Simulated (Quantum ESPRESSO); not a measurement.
Space group R-3c, hexagonal axes (No. 167); a = b = 5.7028 Å, c = 13.9601 Å, α = β = 90.00°, γ = 120.00°

```
atom  site  symmetry       x       y       z
----  ----  --------  ------  ------  ------
F      18e        .2  0.4766  0.4766  0.2500
Sc      6b       -3.  0.0000  0.0000  0.0000
```
(The calculation used a cell of 8 atoms; values per cell refer to that cell.)

The geometry is that of Materials Project entry mp-1078300, symmetrised and not relaxed again.

**Question.** What does norm-conserving LDA (Quantum ESPRESSO, 84 Ry, no spin-orbit coupling) give for the electronic structure near the Fermi level?

**Answer.** The LDA gap is direct, 6.16 eV at Γ. Another valence extremum on the path lies within 0.02 eV, too close to call. 

The structure is a Materials Project entry; no match was found in the copy of COD used, and its stability was not checked.
